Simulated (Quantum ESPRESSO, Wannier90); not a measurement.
## GaN (zinc blende): Wannier90 run

```xyz
2
Lattice="0.0000 2.2535 2.2535 2.2535 0.0000 2.2535 2.2535 2.2535 0.0000" Properties=species:S:1:pos:R:3 pbc="T T T"
Ga     0.0000     0.0000     0.0000
N      1.1267     1.1267     1.1267
```

Materials Project entry mp-830; symmetrised, unrelaxed at this level. Not found in the COD (Crystallography Open Database) copy used, which has the formula in other groups; not checked further. Level: PBE, no spin polarisation, no spin-orbit coupling; pw.x of Quantum ESPRESSO at 68 Ry with PseudoDojo potentials, 12×12×12 k-points, Wannier90. Density: 12×12×12 mesh, cold smearing 0.01 Ry.

Bands 1,7-9 form an isolated set from -15.91 to 0.00 eV relative to the valence-band maximum (on the path) and are turned into 4 Wannier functions by minimising the spread from the start: s functions at the bond centres. Bands 2–6 (Ga 3d 91 %, N 2s 5 %) lie between the kept ones and are excluded.

**Question.** Where do the functions sit, how wide are they and what are they made of?

**Answer.** 
```
functions  spread (Å²)  nearest atom, distance (Å)  second atom, distance (Å)            weight on atomic waves
---------  -----------  --------------------------  -------------------------  --------------------------------
4                 1.66                      N 0.35                    Ga 1.60  N 2p 53 %, Ga 4p 15 %, N 2s 12 %
```

Ω_I = 6.53 Å², Ω_total = 6.66 Å²; the interpolated bands follow pw.x to 2.1 meV rms on the path. It is the lowest total spread that any start reached here.
